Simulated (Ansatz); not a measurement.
CdSe:
Space group P6₃mc (No. 186); a = b = 4.383 Å, c = 7.154 Å, α = β = 90.00°, γ = 120.00°

```csv
atom,site,symmetry,x,y,z
Cd,2b,3m.,0.6667,0.3333,0.0005
Se,2b,3m.,0.3333,0.6667,0.1247
```

Relaxed with PBE.

Decompose the optical modes at the zone centre into irreducible representations, and say which are infrared and Raman allowed.

Point group 6mm: Γ_opt = A1 + 2B1 + E1 + 2E2. Infrared: A1, E1. Raman: A1, E1, E2.

Assign frequencies (DFPT, PBE in the plane-wave PAW code Ansatz; without the LO–TO term).

E2 34, B1 117, A1 152, E1 156, E2 158, B1 173 cm⁻¹.

Subscripts of B labels follow the axes of the standard setting.

Space group P6_3mc (wurtzite). The PBE relaxation kept the symmetry of its start; phonons on a q-mesh show no instability.

Potentials: the later of the program's two PAW sets.
